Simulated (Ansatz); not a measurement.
A relaxation of cell and atoms of SnTe₂ in the 2H-MoS2-type structure with Ansatz, at the level PBEsol. The starting cell was estimated from covalent radii.

```yaml
crystal:
  lattice:
    - [3.74703086, 0.0, 0.0]
    - [-1.87351543, 3.2450239135, 0.0]
    - [0.0, 0.0, 13.38303664]
  atoms:
    - { symbol: Sn, position: [0.3333333333, 0.6666666667, 0.25] }
    - { symbol: Sn, position: [0.6666666667, 0.3333333333, 0.75] }
    - { symbol: Te, position: [0.6666666667, 0.3333333333, 0.3866849101] }
    - { symbol: Te, position: [0.6666666667, 0.3333333333, 0.1133150899] }
    - { symbol: Te, position: [0.3333333333, 0.6666666667, 0.8866849101] }
    - { symbol: Te, position: [0.3333333333, 0.6666666667, 0.6133150899] }
kpoints:
  mp_grid: { grid: [6, 6, 2] }
hamiltonian:
  xc: pbesol
scf:
  occupations: { method: fermi_dirac, width: 0.03 }
relax:
  f_tol: 0.01
  cell: {}
  max_steps: 120
```

The trajectory has 8 recorded frames, each with fractional positions and then forces in eV/Å along x, y and z. The last, and any step after a large change of cell, is solved on a basis re-selected at its cell; pressure is positive in compression.

Step 1: energy 0.0 meV/atom from step 1, largest force component 1.893 eV/Å, pressure +11.22 GPa; a = 3.747 Å, b = 3.747 Å, c = 13.383 Å, α = 90.00°, β = 90.00°, γ = 120.00°
```
Sn 0.3333 0.6667 0.2500     0.000   0.000   0.000
Sn 0.6667 0.3333 0.7500     0.000   0.000   0.000
Te 0.6667 0.3333 0.3867     0.000   0.000   1.893
Te 0.6667 0.3333 0.1133     0.000   0.000  -1.893
Te 0.3333 0.6667 0.8867     0.000   0.000   1.893
Te 0.3333 0.6667 0.6133     0.000   0.000  -1.893
```

Step 2: energy -193.7 meV/atom from step 1, largest force component 0.060 eV/Å, pressure -1.20 GPa; a = 3.912 Å, b = 3.912 Å, c = 13.668 Å, α = 90.00°, β = 90.00°, γ = 120.00°
```
Sn 0.3333 0.6667 0.2500     0.000   0.000   0.000
Sn 0.6667 0.3333 0.7500     0.000   0.000   0.000
Te 0.6667 0.3333 0.4012     0.000   0.000   0.060
Te 0.6667 0.3333 0.0988     0.000   0.000  -0.060
Te 0.3333 0.6667 0.9012     0.000   0.000   0.060
Te 0.3333 0.6667 0.5988     0.000   0.000  -0.060
```

**Question.** How does the relaxation go on, and where does it end?

**Answer.**
Step 3: energy -238.7 meV/atom from step 1, largest force component 0.077 eV/Å, pressure -0.08 GPa; a = 3.965 Å, b = 3.965 Å, c = 13.005 Å, α = 90.00°, β = 90.00°, γ = 120.00°
```
Sn 0.3333 0.6667 0.2500     0.000   0.000   0.000
Sn 0.6667 0.3333 0.7500     0.000   0.000   0.000
Te 0.6667 0.3333 0.4058     0.000   0.000  -0.077
Te 0.6667 0.3333 0.0942     0.000   0.000   0.077
Te 0.3333 0.6667 0.9058     0.000   0.000  -0.077
Te 0.3333 0.6667 0.5942     0.000   0.000   0.077
```

Step 4: energy -264.7 meV/atom from step 1, largest force component 0.095 eV/Å, pressure +0.54 GPa; a = 4.092 Å, b = 4.092 Å, c = 12.353 Å, α = 90.00°, β = 90.00°, γ = 120.00°
```
Sn 0.3333 0.6667 0.2500     0.000   0.000   0.000
Sn 0.6667 0.3333 0.7500     0.000   0.000   0.000
Te 0.6667 0.3333 0.4054     0.000   0.000  -0.095
Te 0.6667 0.3333 0.0946     0.000   0.000   0.095
Te 0.3333 0.6667 0.9054     0.000   0.000  -0.095
Te 0.3333 0.6667 0.5946     0.000   0.000   0.095
```

Step 5: energy -265.0 meV/atom from step 1, largest force component 0.104 eV/Å, pressure -0.18 GPa; a = 4.133 Å, b = 4.133 Å, c = 12.363 Å, α = 90.00°, β = 90.00°, γ = 120.00°
```
Sn 0.3333 0.6667 0.2500     0.000   0.000   0.000
Sn 0.6667 0.3333 0.7500     0.000   0.000   0.000
Te 0.6667 0.3333 0.4029     0.000   0.000   0.104
Te 0.6667 0.3333 0.0971     0.000   0.000  -0.104
Te 0.3333 0.6667 0.9029     0.000   0.000   0.104
Te 0.3333 0.6667 0.5971     0.000   0.000  -0.104
```

Step 6: energy -265.7 meV/atom from step 1, largest force component 0.018 eV/Å, pressure -0.02 GPa; a = 4.110 Å, b = 4.110 Å, c = 12.399 Å, α = 90.00°, β = 90.00°, γ = 120.00°
```
Sn 0.3333 0.6667 0.2500     0.000   0.000   0.000
Sn 0.6667 0.3333 0.7500     0.000   0.000   0.000
Te 0.6667 0.3333 0.4043     0.000   0.000  -0.018
Te 0.6667 0.3333 0.0957     0.000   0.000   0.018
Te 0.3333 0.6667 0.9043     0.000   0.000  -0.018
Te 0.3333 0.6667 0.5957     0.000   0.000   0.018
```

Step 7: energy -265.8 meV/atom from step 1, largest force component 0.001 eV/Å, pressure 0.00 GPa; a = 4.117 Å, b = 4.117 Å, c = 12.372 Å, α = 90.00°, β = 90.00°, γ = 120.00°
```
Sn 0.3333 0.6667 0.2500     0.000   0.000   0.000
Sn 0.6667 0.3333 0.7500     0.000   0.000   0.000
Te 0.6667 0.3333 0.4042     0.000   0.000  -0.001
Te 0.6667 0.3333 0.0958     0.000   0.000   0.001
Te 0.3333 0.6667 0.9042     0.000   0.000  -0.001
Te 0.3333 0.6667 0.5958     0.000   0.000   0.001
```

Step 8: energy -266.7 meV/atom from step 1, largest force component 0.002 eV/Å, pressure +0.01 GPa; a = 4.117 Å, b = 4.117 Å, c = 12.372 Å, α = 90.00°, β = 90.00°, γ = 120.00°
```
Sn 0.3333 0.6667 0.2500     0.000   0.000   0.000
Sn 0.6667 0.3333 0.7500     0.000   0.000   0.000
Te 0.6667 0.3333 0.4042     0.000   0.000  -0.002
Te 0.6667 0.3333 0.0958     0.000   0.000   0.002
Te 0.3333 0.6667 0.9042     0.000   0.000  -0.002
Te 0.3333 0.6667 0.5958     0.000   0.000   0.002
```

The walk took 7 steps and changed the volume by +11.6 %. The last SCF, on a fresh basis, lies 267 meV an atom below the first. Final cell: it is hexagonal, P6_3/mmc (No. 194); conventional cell a = 4.117 Å, c = 12.372 Å, 30.26 Å³ an atom. Sn is surrounded by 6 Te at 3.05 Å; Te is surrounded by 3 Sn at 3.05 Å.

Command: `ansatz run input.yaml --threads 2 --pin off --max-ram 2211MiB --backend cpu --events-out ev --progress --plain --runs-dir out`. Wall time 26 s on 2 threads of Intel(R) Xeon(R) Processor @ 2.70GHz, on a shared host; peak host memory 0.55 GiB.

These are computed values for a spin-unpolarised cell that may be hypothetical; none is a measurement.

Where bands overlap the cell is a metal at that level, and these k meshes limit energies, forces and stress. Overlaps of a few tenths of an eV in semilocal functionals can be an artefact that a hybrid or GW lifts.
